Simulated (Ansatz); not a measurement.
The relaxed structure here is a generated cell of Pb: the first start was made by placing the elements on the sites of a structure type, and the end was not matched to a known phase here, so it may be hypothetical. Known forms of Pb include space group No. 225.

One starting cell of Pb (a generated cell, Pb placed in the beta-Sn structure type) was relaxed twice with Ansatz (plane waves, PAW, scalar-relativistic): with r2SCAN at 500 eV and with PBE at 420 eV. The r2SCAN result:

```
CELL_PARAMETERS angstrom
     -3.10529     3.10529     1.66664
      3.10529    -3.10529     1.66664
      3.10529     3.10529    -1.66664
ATOMIC_POSITIONS crystal
  Pb 0.75000 0.25000 0.50000
  Pb 0.00000 0.00000 0.00000
```

```tsv
quantity	r2SCAN	PBE
space group	I4₁/amd	I4₁/amd
volume (Å³/atom)	32.14	33.28
a (Å)	6.211	6.288
c (Å)	3.333	3.367
gap (eV, no spin-orbit coupling)	0.00	0.00
```

Both levels end in the same structure; PBE's volume is 3.5 % larger. Neither column is exact.

No spin polarisation in the result.

The run could not lose the symmetry of its start, so the end can be a saddle point.

All atoms sit on sites fixed by symmetry, so only the cell could relax.

Ansatz is a program for electronic structure.
